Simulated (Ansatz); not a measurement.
Ni₆Ge₂B in space group P-62m (No. 189; Ni on 3f, Ni on 3g, Ge on 2c, B on 1b), plane-wave PAW r²SCAN (Ansatz code), all energies at zero smearing, with the estimated change up to a 700 eV cutoff added, with one set of potentials and settings (totals compare only within such a set). Cell of 9 atoms (6 Ni, 2 Ge, 1 B): -43836.658 eV.

| element | reference phase | E (eV/atom) |
|---|---|---|
| Ni | Fm-3m, 1 atoms in the cell, spin-polarised | -5845.2912 |
| Ge | Fd-3m, 2 atoms in the cell | -4302.9041 |
| B | R-3m, 12 atoms in the cell | -156.5544 |

Formation energy per atom, worked out: (-43836.658 − 6×(-5845.2912) − 2×(-4302.9041) − 1×(-156.5544))/9 = -0.283 eV/atom (-27 kJ per mol of atoms), at 0 K, without zero-point energy or fitted corrections.

The workflow started from a Materials Project entry (that database holds measured and hypothetical structures alike); the Crystallography Open Database copy checked does not list it. Whether it is the stable phase at ambient conditions was not checked. The r²SCAN relaxation kept the symmetry of its start; its stability against distortions is not shown here. No spin polarisation was allowed. The references are the lowest solids computed at this level, not always the standard phases.

Potentials: the later of the program's two PAW sets.
